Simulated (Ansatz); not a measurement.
**Structure relaxation, CsSnI3**

The start is a relaxed CsSnI3 cell, doubled along one cell vector, shaken by Gaussian noise of σ = 0.08 Å a coordinate. The structure is fully relaxed (lattice and positions, P = 0) with PBEsol (plane waves to 420 eV, PAW, scalar-relativistic; Ansatz, a quantum-chemistry and plane-wave program). The first steps use a coarse 2×3×5 k-mesh.

Starting cell:
```yaml
crystal:
  lattice:
    - [11.11474, 0.00000, 0.00000]
    - [0.00000, 7.21159, 7.34072]
    - [0.00000, -3.60579, 3.67036]
  atoms:
    - { symbol: Cs, position: [0.50817, 0.07755, 0.16408] }
    - { symbol: Cs, position: [0.49398, 0.57719, 0.12545] }
    - { symbol: I, position: [0.81846, 0.46061, 0.90292] }
    - { symbol: I, position: [0.80639, 0.95105, 0.90617] }
    - { symbol: I, position: [0.18500, 0.44365, 0.92019] }
    - { symbol: I, position: [0.19188, 0.95475, 0.92913] }
    - { symbol: I, position: [0.49283, 0.33209, 0.64868] }
    - { symbol: I, position: [0.49662, 0.82862, 0.63004] }
    - { symbol: Sn, position: [0.00060, 0.06874, 0.17530] }
    - { symbol: Sn, position: [0.00385, 0.59541, 0.16442] }
```

Task: Which atoms feel the largest initial force, and how large is it?

Result: 0.66 eV/Å, on Sn10 (atoms numbered as listed).

Task: How much energy is released per atom?

Result: 0.23 eV/atom.

Task: How does the volume per atom move from start to end?

Result: -26.6 %, from 58.84 to 43.17 Å³/atom.

Task: How do the shortest distances between atoms change?

Result: The closest pairs of elements (up to four, under 3.6 Å), start → end: I–Sn 2.75 → 3.01 Å; Cs–I 3.48 → 3.59 Å.

Task: What does it relax into? Give the structure.

Result: 
```
CELL_PARAMETERS angstrom
      4.58356     0.00000     0.00000
     -0.37282     9.81860     0.00000
     -1.92169    -3.95916     9.59267
ATOMIC_POSITIONS crystal
  Cs 0.92047 0.17275 0.65608
  Cs 0.77732 0.56077 0.41565
  I  0.47721 0.52724 0.75358
  I  0.07564 0.95138 0.90502
  I  0.07049 0.39964 0.07100
  I  0.68644 0.83352 0.19230
  I  0.27685 0.21051 0.35778
  I  0.35662 0.86574 0.54874
  Sn 0.72342 0.10725 0.12019
  Sn 0.06917 0.66086 0.97746
```

Final values are on a 8×4×4 k-mesh of the relaxed cell. No spin polarisation in the result.

The relaxed structure here is a generated cell of CsSnI3: the first start was made by a random draw of sites in a space group, and the end was not matched to a known phase here, so it may be hypothetical. Known forms of CsSnI3 include space group No. 62, 221.
